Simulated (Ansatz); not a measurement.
W3N:
```yaml
crystal:
  lattice:
    - [4.83789, 0.00000, 0.00000]
    - [0.00000, 4.83789, 0.00000]
    - [0.00000, 0.00000, 4.83789]
  atoms:
    - { symbol: W, position: [0.25000, 0.00000, 0.50000] }
    - { symbol: W, position: [0.75000, 0.00000, 0.50000] }
    - { symbol: W, position: [0.00000, 0.50000, 0.25000] }
    - { symbol: W, position: [0.00000, 0.50000, 0.75000] }
    - { symbol: W, position: [0.50000, 0.25000, 0.00000] }
    - { symbol: W, position: [0.50000, 0.75000, 0.00000] }
    - { symbol: N, position: [0.00000, 0.00000, 0.00000] }
    - { symbol: N, position: [0.50000, 0.50000, 0.50000] }
```

Relaxed with PBE. Special points in fractions of this cell's reciprocal vectors: Γ (0.000, 0.000, 0.000); X (0.000, 0.500, 0.000); M (0.500, 0.500, 0.000); R (0.500, 0.500, 0.500).

Question: List the band energies nearest the Fermi level at these points for plane-wave PAW PBE (Ansatz code).

Answer: In eV from the Fermi level; about four levels below and three above (degenerate sets whole), none deeper than 8.9 eV; points with the same levels are listed once.

```tsv
k	below	above
Γ	-2.00 -2.00 -2.00 -1.59 -1.59	0.20 1.18 1.18 1.18
X	-2.39 -2.39 -0.51 -0.51	0.49 0.49 1.30 1.30
M	-0.40 -0.40 -0.32 -0.16	0.05 0.05 0.10
R	-1.22 -1.22 -1.22 -1.22	0.58 0.58 1.03 1.03 1.03 1.03 1.03 1.03
```

Space group Pm-3n (A15 (Cr3Si type)). The start of the workflow was typed in or built on a structure type; neither database checked (COD, Materials Project) lists it. Its standing as an ambient phase is unchecked. The PBE relaxation kept the symmetry of its start; whether a distortion lowers the energy is not shown. The workflow began spin-polarised and lost its moments. Its formation energy is positive at this level, so the cell may be metastable or incomplete. Scalar-relativistic: spin–orbit coupling is off unless named, which matters more the heavier the elements.

Potentials: the earlier of the program's two PAW sets.
